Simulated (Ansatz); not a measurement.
TiHg (space group P4/mmm)

```yaml
crystal:
  lattice:
    - [2.96284, 0.00000, 0.00000]
    - [0.00000, 2.96284, 0.00000]
    - [0.00000, 0.00000, 4.06304]
  atoms:
    - { symbol: Ti, position: [0.50000, 0.50000, 0.50000] }
    - { symbol: Hg, position: [0.00000, 0.00000, 0.00000] }
```

The slice is a (010) plane (indices of the conventional cell) through the point (0.500, 0.500, 0.500) (fractional), spanned by u = [100] and v = [001] in vectors of this cell: u (2.96 Å) and v (4.06 Å, at 90° to u). It covers one period; positions are fractions (u, v).

Method: PBEsol (plane waves to 420 eV, PAW, scalar-relativistic; Ansatz, a quantum-chemistry and plane-wave program). k mesh 16×16×12. Inside the PAW spheres the values are not all-electron values, and peaks at nuclei hang on which shells count as valence. Spin-orbit coupling is left out, though Hg is heavy. TiHg is run without spin polarisation. TiHg was relaxed with its symmetry unable to fall.

Task: What is the ELF at the midpoint of the shortest Ti–Ti line in this plane (2.96 Å)?

Result: 0.3.

Task: What is the valence density on the shortest Ti–Ti line in this plane (2.96 Å), at its midpoint?

Result: 0.19 e/Å³.

Task: Sketch the electrostatic potential energy of an electron, from the cell's mean on this plane as a map.

Result: 
```tsv
v \ u	0.00	0.13	0.27	0.40	0.53	0.67	0.80	0.93
0.90	x	x	x	5.7	7.6	<2.0	x	x
0.75	<2.0	<2.0	6.0	8.8	9.4	7.7	3.8	<2.0
0.60	9.3	9.3	9.1	8.5	8.3	8.8	9.3	9.3
0.45	10.1	9.9	9.2	8.1	7.8	8.6	9.6	10.1
0.30	4.5	5.6	7.8	9.1	9.3	8.6	6.7	4.8
0.15	x	x	x	7.0	8.3	4.1	x	x
0.00	x	x	x	4.5	6.7	x	x	x
```

Values: electrostatic potential energy of an electron, from the cell's mean, in eV. Points within 1 Å of a nucleus are blanked (x), as the pseudised field means little there. Values under 2 eV are set to 2. The zero, the cell's mean, hangs on the PAW cores.
